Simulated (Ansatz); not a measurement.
Crystals of one structure type (rock salt) and one family of elements, relaxed and computed with LDA in the plane-wave PAW code Ansatz.

| crystal | V (Å³/atom) | gap (eV) |
|---|---|---|
| MgO | 8.99 | 5.03 |
| SrO | 16.24 | 3.12 |
| BaO | 20.06 | 1.68 |
| CaSe | 24.27 | 1.71 |
| MgTe | 24.97 | ? |
| BaS | 30.83 | 1.91 |
| BaTe | 40.46 | 1.36 |

Question: Fit a straight line to E_g against V and predict the withheld value.

Answer: Least squares on the 6 shown rows: E_g = -0.102 × V + (4.863), with a scatter of 0.75. For MgTe this gives 2.32. The run itself gave 0.38, outside the scatter: the line misses something about this case.

Standing as an ambient phase not checked: MgTe, rock salt. All cells were relaxed under the symmetry of their starts (and spin orders); stability against distortions was not tested throughout. Spin–orbit coupling is left out wherever it is not named.

Potentials: the later of the program's two PAW sets.
